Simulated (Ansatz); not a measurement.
Given:

SiC (6H type, space group P6_3mc)

```
SiC
1.0
    3.09500     0.00000     0.00000
   -1.54750     2.68035     0.00000
    0.00000     0.00000    15.18649
Si C
6 6
Direct
  0.00000   0.00000   0.99982
  0.00000   0.00000   0.49982
  0.66667   0.33333   0.83309
  0.33333   0.66667   0.33309
  0.66667   0.33333   0.16660
  0.33333   0.66667   0.66660
  0.00000   0.00000   0.87447
  0.00000   0.00000   0.37447
  0.66667   0.33333   0.70810
  0.33333   0.66667   0.20810
  0.66667   0.33333   0.04161
  0.33333   0.66667   0.54161
```

This relaxed cell (volume V₀) is scaled evenly in all directions, its shape held. The atoms relax within the cell's symmetry.

Level of theory: PBE (plane waves to 420 eV, PAW, scalar-relativistic; Ansatz, a quantum-chemistry and plane-wave program). k mesh 10×10×2 (Γ-centred), Fermi-Dirac smearing 0.05 eV. The energy includes the smearing's −TS. Compression counts positive. With the shape held, the modulus is that of even scaling; a crystal free to change shape is softer. SiC was relaxed with its symmetry unable to fall. The PAW data are Ansatz's earlier set. The zero of ΔE is the relaxed starting cell.

The scan covers V/V₀ from 0.840 to 1.160 in 13 points.

Task: What pressure does the cell carry at V/V₀ = 0.840?

Result: 52.1 GPa.

Task: What is ΔE at V/V₀ = 1.160?

Result: 139.6 meV/atom.

Task: What is ΔE at V/V₀ = 0.840?

Result: 237.1 meV/atom.

(Under strain, the slope of the energy per volume gives the stress and its curvature an elastic modulus.)
